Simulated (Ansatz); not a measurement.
Input:

SnS$_{2}$:
```xyz
6
Lattice="-2.6588 2.6588 5.5739 2.6588 -2.6588 5.5739 2.6588 2.6588 -5.5739" Properties=species:S:1:pos:R:3 pbc="T T T"
Sn     0.0000     0.0000     5.5739
Sn     2.6588     0.0000     2.7869
S      0.0000     0.0000     3.1292
S      2.6588     0.0000     0.3423
S      2.6588     0.0000     5.2315
S      0.0000     0.0000     8.0185
```

This is the PBE-relaxed structure.

### Question
All from plane-wave PAW PBE (Ansatz code), unless another level is named. Give the band gap.

### Answer
0.41 eV (indirect).

### Question
Give the electron effective mass.

### Answer
0.19, 0.19, 0.24 mₑ (principal values).

### Question
What about the formation energy from the elements (no fitted shifts)?

### Answer
-0.18 eV/atom.

### Question
Next, the hole effective mass?

### Answer
0.52, 0.70, 3.5 mₑ (principal values).

### Question
What about the weight of the conduction-edge state by species (Voronoi cells)?

### Answer
S 69 %, Sn 31 %.

### Question
Predict the conduction-band minimum.

### Answer
at Γ.

Space group I4_1/amd (anatase). The cell is a constructed one: a structure type filled with these elements; neither database checked (COD, Materials Project) lists it. It is not the phase usual at ambient conditions (space group No. 164). The PBE relaxation kept the symmetry of its start; its stability against distortions is not shown here. The references are the lowest solids computed at this level, not always the standard phases. Scalar-relativistic: spin–orbit coupling is off unless named, which matters more the heavier the elements.

Potentials: the later of the program's two PAW sets.
